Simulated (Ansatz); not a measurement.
The start is a generated cell, Sb built in the AFLOW prototype A_oC8_64_f (A11, as in Ga). The structure is fully relaxed (lattice and positions, P = 0) with r2SCAN (plane waves to 500 eV, PAW, scalar-relativistic; Ansatz, an electronic-structure program). The first steps use a coarse 7×7×6 k-mesh.

Initial structure:
```yaml
crystal:
  lattice:
    - [2.62499, -4.44618, 0.00000]
    - [2.62499, 4.44618, 0.00000]
    - [0.00000, 0.00000, 5.25114]
  atoms:
    - { symbol: Sb, position: [0.34510, 0.65490, 0.58100] }
    - { symbol: Sb, position: [0.65490, 0.34510, 0.41900] }
    - { symbol: Sb, position: [0.84510, 0.15490, 0.91900] }
    - { symbol: Sb, position: [0.15490, 0.84510, 0.08100] }
```

Problem. What pressure does the first self-consistent step give?

Solution. +3.6 GPa (positive: the cell is compressed).

Problem. What is the largest force in the starting geometry, and on which atom (counted from 1)?

Solution. 0.33 eV/Å, on Sb1, Sb2, Sb3, Sb4 (atoms numbered as listed).

Problem. How much energy is released per atom?

Solution. 0.39 eV/atom.

Problem. How does the volume per atom move from start to end?

Solution. -4.2 %, from 30.64 to 29.34 Å³/atom.

Problem. How do the shortest distances between atoms change?

Solution. The closest pairs of elements (up to four, under 3.6 Å), start → end: Sb–Sb 2.88 → 3.08 Å.

Problem. Is the relaxed structure metallic? Give its gap.

Solution. Zero (metallic).

Problem. What does it relax into? Give the structure.

Solution. 
Space group Pm-3m (No. 221); a = b = c = 3.0844 Å, α = β = γ = 90.00°

| atom | site | symmetry | x | y | z |
|---|---|---|---|---|---|
| Sb | 1a | m-3m | 0.0000 | 0.0000 | 0.0000 |

Final values are on a 15×15×15 k-mesh of the relaxed cell. No spin polarisation in the result. The relaxed primitive cell holds an odd number of electrons. A magnetic state may lie lower.

The run could not lose the symmetry of its start, so the end can be a saddle point.

The relaxed structure here is a generated cell of Sb: the first start was made by placing the elements on the sites of a structure type, and the end was not matched to a known phase here, so it may be hypothetical. Known forms of Sb include space group No. 166.
